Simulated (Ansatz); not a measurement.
TlBr:
Space group Pm-3m (No. 221); a = b = c = 3.8393 Å, α = β = γ = 90.00°

```json
[
 {"atom": "Tl", "site": "1a", "symmetry": "m-3m", "x": "0.0000", "y": "0.0000", "z": "0.0000"},
 {"atom": "Br", "site": "1b", "symmetry": "m-3m", "x": "0.5000", "y": "0.5000", "z": "0.5000"}
]
```

Relaxed with LDA. The program Ansatz at the LDA level (PAW) gives a gap of 1.36 eV.

### Question
What gap does HSE06 give on the same cell (Ansatz, PAW)?

### Answer
2.16 eV, 0.80 eV more. The hybrid was solved on a coarser mesh and at special points; its gap is the smallest among all of these.

```tsv
k	v1 LDA	c1 LDA	v1 HSE06	c1 HSE06
Γ	-1.80	6.56	…	…
R	-2.47	1.49	…	…
M	-1.07	4.83	…	…
X	0.00	1.36	0.00	2.16
```

### Question
Top valence (v1) and lowest conduction level (c1) in eV from each method's valence maximum (which need not be a listed point): supply the withheld HSE06 values.

### Answer

- M, v1 HSE06: -1.46
- M, c1 HSE06: 5.77
- R, v1 HSE06: -2.77
- R, c1 HSE06: 2.22
- Γ, v1 HSE06: -2.22
- Γ, c1 HSE06: 7.41

Cost on shared cores: the LDA run (SCF on a 7×7×7 mesh, then bands and DOS) very roughly 13 core-seconds, the HSE06 run (SCF on 5×5×5, then a few points) about 70 core-seconds (a rough figure); the tasks are unlike.

The cell was relaxed with LDA under the symmetry of its start. Scalar-relativistic: spin–orbit coupling is off unless named, which matters more the heavier the elements.

Potentials: the later of the program's two PAW sets.
